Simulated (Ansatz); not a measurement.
Values for one crystal, relaxed and computed with DFT-r²SCAN in the program Ansatz with PAW potentials; other levels are named.

| Quantity | Value |
|---|---|
| Volume per atom | 23.25 Å³ |
| Band gap | 0.55 eV (indirect) |
| Conduction-band minimum | off the standard path, at k = (0.000, 0.267, 0.315) |
| Smallest direct gap on the standard path | 0.87 eV |
| Valence-band maximum | off the standard path, at k = (-0.120, 0.120, -0.055) |
| Formation energy from the elements (no fitted shifts) | -0.46 eV/atom |

Q: Pick the material that matches.
(A) KZnF3, cubic perovskite
(B) SrO, rock salt
(C) KCl, rock salt
(D) PtSe2, CdI2 type

A: D, PtSe2, CdI2 type

Space group P-3m1 (CdI2 type). Symmetry was held in the r²SCAN relaxation. The run is not spin-polarised. A crystal of weakly bound layers computed without a dispersion correction: the cell and the soft elastic constants depend strongly on that. The references are the lowest solids computed at this level, not always the standard phases. Spin–orbit coupling is left out wherever it is not named.

Potentials: the later of the program's two PAW sets.
